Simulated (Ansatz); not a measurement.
Two Ansatz runs on BiTe

Structure from Materials Project entry mp-1227339 (possibly hypothetical), not relaxed further. The listed cell was then made from it by scaling, straining or moving an atom.

First run: DFT, r2SCAN, PAW with Ansatz's default frozen-core files, scalar-relativistic (Ansatz 0.2.0).

Command: `ansatz run input.yaml --threads 1 --pin off --max-ram 2048MiB --backend cpu --events-out ev --progress --plain --runs-dir out` The run took 14 s on 1 thread of Intel(R) Xeon(R) 6975P-C (Granite Rapids), on a shared host, peak memory 0.69 GiB.

```yaml
crystal:
  lattice:
    - [2.4064474992, 1.3893631114, 3.2950275793]
    - [-2.4064474992, 1.3893631114, 3.2950275793]
    - [0.0, -2.7787262229, 3.2950275793]
  atoms:
    - { symbol: Bi, position: [0.5, 0.5, 0.5] }
    - { symbol: Te, position: [0.0, 0.0, 0.0] }
kpoints:
  mp_grid: { grid: [11, 11, 11] }
scf:
  occupations: { method: fermi_dirac, width: 0.03 }
hamiltonian:
  xc: r2scan
  pseudopotentials: { kind: paw }
output:
  forces: true
  stress: true
  eigenvalues: true
  efg: { contact_densities: true }
```

Result: converged; pressure 0.24 GPa; 7 SCF iterations.

Spin–orbit coupling is left out, though it moves levels of the heavy atoms by tenths of an eV or more.

The input is then changed:

```diff
@@ -13,5 +13,5 @@
 hamiltonian:
   xc: r2scan
-  pseudopotentials: { kind: paw }
+  pseudopotentials: { kind: paw_fr }
 output:
   forces: true
@@ -19,3 +19,6 @@
   eigenvalues: true
   efg: { contact_densities: true }
+magnetization:
+  noncollinear: true
+  spin_orbit: true
```

(1) Predict the outcome of the changed run.

Results:

(1) It converged; pressure 1.55 GPa; 7 SCF iterations.
